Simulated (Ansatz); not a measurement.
AlPt: do energies and stresses tell the same story?

Computed with DFT r2SCAN, scalar-relativistic, plane waves, PAW (Ansatz).

Settings: cutoff 500 eV, Γ-centred mesh 14×14×14 on the computed 2-atom cell, Gaussian smearing of 0.10 eV; no spin polarisation.

Relaxed cell: Pm-3m, a = 3.066 Å, b = 3.066 Å, c = 3.066 Å, α = 90.00°, β = 90.00°, γ = 90.00°, 2 atoms in the primitive cell. Whether it is the stable form of this composition wasn't checked.

Energies at zero smearing and pressures from the stress tensor, at volumes with shape and atoms relaxed:
```
V (Å³/atom) E − E(first) (meV/atom) P (GPa)
     13.547                     0.00    14.51
     13.980                   -28.23     6.63
     14.412                   -36.96     0.00
     14.844                   -29.22    -5.60
     15.277                    -7.57   -10.33
```

**Question.** Check P = −dE/dV between neighbouring volumes, and get the bulk modulus from the pressures alone.

**Answer.** With 1 eV/Å³ = 160.2 GPa:
```
middle V (Å³/atom)  −ΔE/ΔV (GPa) mean P (GPa)
            13.763        10.461        10.570
            14.196         3.233         3.314
            14.628        -2.867        -2.804
            15.061        -8.023        -7.967
```

The two differ by 0.11 GPa at most. The mean of two end pressures misses the average over a step by about ΔV² P″/12, up to 0.11 GPa here; with that taken off 0.02 GPa remains. Around V = 14.412 Å³/atom, the two neighbours give B = −V ΔP/ΔV = 14.412 × 12.24 / 0.865 = 204.0 GPa, against B0 = 202.8 GPa from the Birch–Murnaghan fit of the energies.

Spin–orbit coupling is left out, which can shift energies with elements as heavy as these.

Cost: 6 runs of about 1.5 core-minutes in all, on Arm Neoverse V1 (shared hosts).